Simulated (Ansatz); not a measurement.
The relaxed structure here is a generated cell of Sn: the first start was made by placing the elements on the sites of a structure type, and the end was not matched to a known phase here, so it may be hypothetical. Known forms of Sn include space group No. 141, 227.

A relaxed cell of Sn (P6₃/mmc (No. 194)), relaxed on a k-mesh at least as fine as the one used below. These are r2SCAN (plane waves to 500 eV, PAW, scalar-relativistic; Ansatz, a program for electronic structure) values and carry that method's errors. Γ-centred k-mesh 4×8×5 on the run's cell (coarser than for final values), Fermi–Dirac smearing 0.05 eV.

```yaml
crystal:
  lattice:
    - [9.25881, 0.00000, 0.00000]
    - [-2.31470, 4.00918, 0.00000]
    - [0.00000, 0.00000, 7.62668]
  atoms:
    - { symbol: Sn, position: [0.16667, 0.66667, 0.06289] }
    - { symbol: Sn, position: [0.66667, 0.66667, 0.06289] }
    - { symbol: Sn, position: [0.33333, 0.33333, 0.56289] }
    - { symbol: Sn, position: [0.83333, 0.33333, 0.56289] }
    - { symbol: Sn, position: [0.33333, 0.33333, 0.93711] }
    - { symbol: Sn, position: [0.83333, 0.33333, 0.93711] }
    - { symbol: Sn, position: [0.16667, 0.66667, 0.43711] }
    - { symbol: Sn, position: [0.66667, 0.66667, 0.43711] }
```

The atoms are displaced by (Å):

| atom | ux | uy | uz |
|---|---|---|---|
| Sn1 | 0.067 | -0.053 | 0.109 |
| Sn2 | 0.140 | 0.103 | 0.071 |
| Sn3 | 0.084 | 0.041 | 0.134 |
| Sn4 | 0.005 | -0.071 | -0.116 |
| Sn5 | -0.009 | 0.046 | -0.034 |
| Sn6 | 0.077 | -0.048 | -0.060 |
| Sn7 | 0.004 | -0.065 | -0.075 |
| Sn8 | 0.018 | -0.088 | -0.027 |

Problem. What forces (eV/Å) and pressure result?

Solution. 
```csv
atom,Fx,Fy,Fz
Sn1,-0.37,0.61,-1.68
Sn2,-0.45,-1.12,-0.84
Sn3,-0.76,-0.68,-1.58
Sn4,0.30,-0.05,0.53
Sn5,0.88,-0.33,1.56
Sn6,-0.07,0.83,-0.03
Sn7,0.45,0.50,1.72
Sn8,0.02,0.24,0.32
```

Pressure +0.5 GPa.

Problem. Estimate the energy cost of the displacement in the harmonic approximation and compare with the calculation.

Solution. For a harmonic well ΔE = −½ Σ F·u = 0.574 eV a cell, or 72 meV/atom. The calculated energy relative to the undisplaced cell is +0.07 eV/atom, so the harmonic estimate holds well.

No spin polarisation in the result.

The run that gave the undisplaced cell could not lose the symmetry of its start; a randomly shaken copy of 8 atoms returns to this structure.
